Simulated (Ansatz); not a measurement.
LiF:
```xyz
2
Lattice="0.0000 2.0339 2.0339 2.0339 0.0000 2.0339 2.0339 2.0339 0.0000" Properties=species:S:1:pos:R:3 pbc="T T T"
Li     0.0000     0.0000     0.0000
F      2.0339     2.0339     2.0339
```

Relaxed with PBE. Special points in fractions of this cell's reciprocal vectors: Γ (0.000, 0.000, 0.000); X (0.500, 0.000, 0.500); U (0.625, 0.250, 0.625); K (0.375, 0.375, 0.750); L (0.500, 0.500, 0.500); W (0.500, 0.250, 0.750).

Problem. List the band energies nearest the valence-band maximum at these points for DFT-PBE in the program Ansatz with PAW potentials.

Solution. In eV from the valence-band maximum; about four levels below and three above (degenerate sets whole), none deeper than 8.9 eV; … stands for higher levels left out; points with the same levels are listed once.

| k | below | above |
|---|---|---|
| Γ | 0.00 0.00 0.00 | 8.83 … |
| X | -2.88 -0.95 -0.95 | 14.54 … |
| U | -2.39 -1.50 -0.70 | 14.30 … |
| L | -2.43 -0.22 -0.22 | 10.64 … |
| W | -1.98 -1.98 -0.77 | … |

Space group Fm-3m (rock salt). The cell was relaxed with PBE under the symmetry of its start.

Potentials: the later of the program's two PAW sets.
